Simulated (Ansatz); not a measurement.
ZnAg (CsCl type, Pm-3m) under volume change, r²SCAN in the plane-wave PAW code Ansatz, scaled uniformly.

| V (Å³/atom) | E − E(relaxed) (meV/atom) | P (GPa) |
|---|---|---|
| 14.098 | 51.4 | 13.07 |
| 14.563 | 21.3 | 7.85 |
| 15.028 | 5.0 | 3.55 |
| 15.493 | 0.0 | 0.00 |
| 15.958 | [?] | [?] |
| 16.422 | 16.5 | -5.34 |
| 16.887 | [?] | [?] |

Q: Complete the blanks.

A: 
- 16.887, E − E(relaxed) (meV/atom): 34.9
- 16.887, P (GPa): -7.32
- 15.958, E − E(relaxed) (meV/atom): 4.4
- 15.958, P (GPa): -2.93

Q: What does a third-order Birch–Murnaghan fit give for V₀, B₀ and B′?

A: V₀ = 15.49 Å³/atom, B₀ = 107 GPa, B′ = 5.4.

The workflow started from an entry of the Crystallography Open Database (COD). Whether it is the stable phase at ambient conditions was not checked. The r²SCAN relaxation kept the symmetry of its start; whether a distortion lowers the energy is not shown. No spin polarisation was allowed.

Potentials: the later of the program's two PAW sets.
